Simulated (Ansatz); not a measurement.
Ansatz input

```yaml
crystal:
  lattice:
    - [0.0, 2.9653411593, 2.9653411593]
    - [2.9653411593, 0.0, 2.9653411593]
    - [2.9653411593, 2.9653411593, 0.0]
  atoms:
    - { symbol: Nb, position: [0.125, 0.125, 0.125], spin: 1.0 }
    - { symbol: Nb, position: [0.875, 0.875, 0.875], spin: 1.0 }
hamiltonian:
  xc: r2scan
  pseudopotentials:
    kind: paw
    azcp:
      Nb: "pseudopotentials/Nb.paw.azcp"
basis:
  ecutwfc: 500
  fft_grid_basis: typed
kpoints:
  mp_grid: { grid: [15, 15, 15], shift: [0, 0, 0] }
magnetization:
  spin_polarized: true
scf:
  occupations: { method: fermi_dirac, width: 0.05 }
output:
  stress: true
```

Terminal output

```
Engine: ansatz 0.2.0, x86_64-unknown-linux-gnu
Pseudopotentials: kind: paw
Pseudopotential: Nb, paw, valence charge 13, recommended cutoff 500 eV (meta_gga) 
Functional definition: r2SCAN
  parameter k0 = 0.174
  parameter k1 = 0.065
  parameter a1 = 4.9479
  exchange = r2scan_x(k0 = k0, k1 = k1, a1 = a1)
  correlation = r2scan_c
Crystal: 2 atoms, lattice volume = 52.150 Å³
Basis set: ecut = 500 eV, 1363 PW (Γ), exchange–correlation on 128×128×128 points (64 copies of the dense FFT grid, shifted against one another)
Bands: 18, of which v1, the nominal top of the filled ones, is band 13 counted from 1 (12 counted from 0)
Symmetry: 48 space group operations
Space group: Fd-3m (ITA 227), of the structure as read, at distance tolerance 3.7e-5 Å
Magnetic group: BNS 227.128 (UNI 1630), of the structure as read, at distance tolerance 3.7e-5 Å
k-points: 120 of 3375
Non-local potential: Nb, projectors of the file, l = 0: 3, l = 1: 2, l = 2: 2, l = 3: 1
PAW form: soft (Blöchl's): semilocal exchange-correlation on the pseudo side does not see the compensation charge
PAW frozen core: Nb, regenerated for the run's functional (the file was generated under x = pbe(κ = 0.804, μ = 0.2195149727645171), c = pbe(β = 0.06672455060314922))
PAW one-centre angular grid: Nb, 590 points (default); XC on 160 Gauss nodes
Initial density: superposition of atomic densities (chi_scale 0.1, normalization cell)
Starting moments: Σ|m| = 2 μB on 2 of 2 sites
Initial wavefunctions: pseudopotential atomic-orbital guess
Functional: x = r2scan, c = r2scan; τ floored in thin density (d = 2e-4 eV/Å³)
iter 1 solved again at ethr=2.94e-3 eV; its pass at ethr=3.10e-3 eV (dr2=7.64e-1 eV) is discarded
SCF iter   1: F=—  HF=-9122.059319 eV  |F-HF|=—  |Δ(HF+E_count)|=         —  Δρ=2.67e-2 (↑2.67e-2 ↓1.57e-2)  dr2=8.92e-1  dr2_τ=1.08e-2  dr2_m=3.15e-2  M=1.604 μB ∫|m|=1.604 μB  β_m=1.00  ethr=2.94e-3  ⟨swp⟩=2.3  Hψ=27382  notcnv=0
Mixer restart at iter 1: flushing history
spin=Collinear: Kerker preconditioning applied to the charge; magnetization (m = ρ↑ − ρ↓) channel mixes plain (no charge-response kernel on spin).
SCF iter   2: F=—  HF=-9121.843420 eV  |F-HF|=—  |Δ(HF+E_count)|=   2.16e-1  Δρ=1.42e-2 (↑1.42e-2 ↓1.26e-2)  dr2=3.31e-1  dr2_τ=4.62e-3  dr2_m=3.46e-3  M=1.562 μB ∫|m|=1.578 μB  β_m=1.00  ethr=2.94e-3  ⟨swp⟩=2.0  Hψ=6656  notcnv=0  κ⁻¹=1.0e0(r=1)
...
SCF iter  34: F=—  HF=-9121.910637 eV  |F-HF|=—  |Δ(HF+E_count)|=   1.56e-9  Δρ=1.07e-6 (↑6.59e-7 ↓1.07e-6)  dr2=1.80e-9  dr2_τ=1.11e-11  dr2_m=2.67e-11  M=-0.000 μB ∫|m|=0.000 μB  β_m=1.00  ethr=1.00e-12  ⟨swp⟩=1.0  Hψ=17005  notcnv=0  κ⁻¹=2.3e-5(r=8)
SCF iter  35: F=—  HF=-9121.910637 eV  |F-HF|=—  |Δ(HF+E_count)|=   1.24e-9  Δρ=4.12e-7 (↑4.12e-7 ↓2.88e-7)  dr2=7.30e-11  dr2_τ=6.90e-12  dr2_m=4.43e-11  M=-0.000 μB ∫|m|=0.000 μB  β_m=1.00  ethr=1.00e-12  ⟨swp⟩=2.5  Hψ=8888  notcnv=0  κ⁻¹=2.2e-6(r=8)
SCF iter  36: F=-9121.910637 eV  HF=-9121.910637 eV  |F-HF|=1.64e-11  |Δ(HF+E_count)|=  2.82e-10  Δρ=1.21e-7 (↑6.86e-8 ↓1.21e-7)  dr2=8.92e-12  dr2_τ=2.78e-13  dr2_m=1.60e-12  M=0.000 μB ∫|m|=0.000 μB  ethr=1.00e-12  ⟨swp⟩=1.0  Hψ=15609  notcnv=0
SCF 1 converged in 36 iterations: F = -9121.910637 eV  dr2 = 8.92e-12
WARN: the starting moments were not kept: the SCF closed with an absolute magnetisation of 1.7e-4 μB, where they sum to 2 μB in size (2 sites). That is at most 0.1 of that sum. Measured as dr2_m measures the in/out step, that magnetisation stands 4.0e-9 eV from none, at or under the dr2_threshold of 1.0e-7 eV: it is no larger than a step whose dr2_m would equal this threshold. The system may hold no moment; this SCF shows only that its start led to no more than that. To try another start: raise the starting moments (crystal.atoms[].spin, magnetization.per_species, magnetization.initial_magnetization, or on a non-collinear deck that types none of these the spinor_matrix: blocks that start its atoms; where the total moment is fixed, keep their sum and leave initial_magnetization as it is; typed ones take the place of any that the run laid by itself, positive ones on a crystal's lanthanoids without a Hubbard term where scf.initial_density.shell_occupations: [] is typed) or, if the notice of its spin-set hold's release reads "site moments contracting" or "site moments show no strong build", lengthen the hold (scf.mixing.spin_hold: { on: { confirm: 4 } }; for m-r²SCAN on two components see the key's manual first). Each may lead to a state that holds a moment. A second SCF, from the converged charge density, with the starting moments and any scf.initial_density.shell_occupations laid on it anew, would have followed, and was not run: the deck does not ask for one (magnetization.retry_lost_moments is false, the default). To let it run, set magnetization.retry_lost_moments: true and run the deck again, where that key's refused combinations let it; where memory then withholds it, that run's warning says so.
this state was not tested for a lower state beside it, because the mixer in use, unlike msr1, does not test its closes by its own steps (another_mixer; see scf.mixing.algorithm and scf.lower_state_search)
SCF converged after 36 iterations
Magnetization: 0.0002 μB (13.0001 up, 12.9999 down)
Absolute magnetization: 0.0002 μB (∫|ρ↑−ρ↓|, with the PAW one-centre terms)
Spin contamination: 0.0000 ħ² per cell (⟨S²⟩ above its minimum at these occupations)
Per-site moments (μB) at R_I (Å): [(6.005834089223027e-5, 1.0593250696220764), (6.005834089222859e-5, 1.0593250696220764)]
Free energy (F): -9121.910637 eV
Harris-Foulkes:  -9121.910637 eV  (|F-HF|=1.64e-11)
Internal energy: -9121.881982 eV  (E = F + TS)
E sigma→0 (E₀):  -9121.896310 eV
Entropy (-TS):   -0.028654 eV (-14.327 meV/atom)
Fermi energy:    11.184185 eV
--- Per-component energies (eV) ---
  E_band       = -323.635834
  E_kinetic    = 788.626795
  E_local      = -2157.340449  (includes V_loc(G=0)·N_el)
  E_nonlocal   = 248.313732
  E_hartree    = 727.659846
  E_xc         = -335.188521
  E_vxc        = -468.341664  (∫ρ·V_xc dr)
  E_paw        = -6183.200776  (= ΣΔE_a)
  E_vpaw       = -220.422978  (= ΣTr[D̂ρ^β])
  E_aug_tail   = 0.000009  (compensation charges beyond the density's cutoff)
  E_vtau       = 30.209161  (kinetic-family band-sum trace: ∫τ·v_τ [+ j·A + Jᵃ·Aᵃ] dr)
  E_ewald      = -2210.367757
  E_core_change = -0.384861  (= ΣΔE_core)
  E_smearing   = -0.028654  (= −TS)
  E_closure    = -0.000000  (closes the sum)
  Σ components = -9121.910637   (vs F -9121.910637, Δ=0.00e0)
--- Stress (GPa, compression-positive) ---
       -2.518326       0.000000      -0.000000
        0.000000      -2.518326      -0.000000
        0.000000       0.000000      -2.518326
  P = ⅓ Tr σ = -2.5183 GPa (-25.183 kbar)
```
